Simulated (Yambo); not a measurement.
Yambo run on YPO4 (space group I4_1/amd, No. 141). The wavefunctions are PBEsol (Quantum ESPRESSO, PseudoDojo norm-conserving, 84 Ry, no spin-orbit coupling) ones on a 2×2×2 mesh (40 occupied bands); a = b = c = 5.7277 Å, α = β = 106.05°, γ = 116.55°.

Yambo input:

```
rim_cut
gw0
dyson
el_el_corr
HF_and_locXC
ppa
em1d
RandQpts= 1000000
RandGvec= 1 Ry
EXXRLvcs= 84 Ry
VXCRLvcs= 336 Ry
Chimod= "HARTREE"
% BndsRnXp
 1 | 221 |
%
NGsBlkXp= 1 Ry
% LongDrXp
 1.0 | 1.0 | 1.0 |
%
PPAPntXp= 27.2114 eV
% GbndRnge
 1 | 221 |
%
GTermKind= "BG"
DysSolver= "n"
ExtendOut
% QPkrange
 1 | 1 | 40 | 41 |
 2 | 2 | 41 | 41 |
%
```

k points by index: 1 = Γ, 2 = X.

The o-*.qp file then holds:

```
#    K-point    Band    Eo [eV]    E [eV]    E-Eo [eV]    Vxc [eV]    Vnlxc [eV]    Sc|Eo [eV]    Sc|E [eV]    dSc/dw|Eo [eV]    Re(Z)    Im(Z)
#
    1    40    0.000000    -1.967642    -1.967642    -19.90523    -25.62632    3.447134    3.753449    -4.235950    0.865299    -0.826466E-3
    1    41    6.118909    7.587315    1.468406    -13.04934    -7.840326    -3.530600    -3.740605    -3.891443    0.874884    -0.760498E-3
    2    41    5.983807    7.991513    2.007706    -12.70054    -6.776866    -3.622553    -3.915966    -3.976578    0.872496    -0.790127E-3
```
(The two width columns are left out.) Convergence of these settings isn't established.

Geometry of the Materials Project entry, not relaxed at this level.
